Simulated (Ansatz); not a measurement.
## Data sheet: CaFe₂P₂ (DFT)

CaFe₂P₂:
```yaml
crystal:
  lattice:
    - [-1.89807, 1.89807, 4.98290]
    - [1.89807, -1.89807, 4.98290]
    - [1.89807, 1.89807, -4.98290]
  atoms:
    - { symbol: Ca, position: [0.00000, 0.00000, 0.00000] }
    - { symbol: Fe, position: [0.25000, 0.75000, 0.50000] }
    - { symbol: Fe, position: [0.75000, 0.25000, 0.50000] }
    - { symbol: P, position: [0.64322, 0.64322, 0.00000] }
    - { symbol: P, position: [0.35678, 0.35678, 0.00000] }
```

Space group I4/mmm (No. 139); conventional cell a = 3.796 Å, b = 3.796 Å, c = 9.966 Å, α = 90.00°, β = 90.00°, γ = 90.00°.

Method: r²SCAN (plane waves, PAW; program Ansatz). Structure relaxed to zero pressure with the same functional. Other levels are named where they apply.

### Cell and energy

```json
{
  "volume_per_atom": "14.36 Å³",
  "density": "4.94 g/cm³",
  "Formation energy from the elements (no fitted shifts)": "-71 kJ/mol of atoms"
}
```

### Electronic structure

```json
{
  "electronic_character": "metallic (no gap)",
  "Density of states at the Fermi level": "0.33 states/eV per atom (mean over ±0.08 eV)"
}
```

The first step of the workflow began from a Materials Project structure, measured or hypothetical; the Crystallography Open Database files this formula in space group No. 139, but the cells were not matched. Whether it is the stable phase at ambient conditions was not checked. The r²SCAN relaxation kept the symmetry of its start; whether a distortion lowers the energy is not shown. No spin polarisation was allowed. The references are the lowest solids computed at this level, not always the standard phases.

Potentials: the later of the program's two PAW sets.
